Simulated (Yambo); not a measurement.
G0W0@PBEsol for BN (rhombohedral, space group R3m, No. 160) in Yambo. Reference settings: 6×6×6 Γ-centred k mesh, 67 bands and a 14 Ry block in the screening, 67 bands in G with the Bruneval-Gonze terminator, plasmon pole fitted at 27.2 eV. The PBEsol gap (0, 0.333, -0.333) → F on this mesh is 4.15 eV; G0W0 gaps are taken between the same points.

The settings were changed. The gap went from 5.78 eV to 5.71 eV, and the shift of the valence edge from -0.95 eV to -0.77 eV.

Question: Name the change that produced these shifts.
(A) 22 bands in G, no terminator
(B) 41 bands in W, 41 bands in G
(C) 11 Ry block
(D) pole fitted at 10 eV

Answer: D, pole fitted at 10 eV. The others gave (gap, valence shift): 11 Ry block: 5.75, -0.91 eV; 22 bands in G, no terminator: 5.59, -0.43 eV; 41 bands in W, 41 bands in G: 5.77, -0.89 eV.

Geometry relaxed with PBE+D3(BJ); primitive cell a = b = c = 3.5965 Å, α = β = γ = 40.76°.

This is not the ordinary phase of the substance; no match was found in the copy of COD used, and its stability was not checked.

A shift is the quasiparticle energy of the state minus its PBEsol energy.
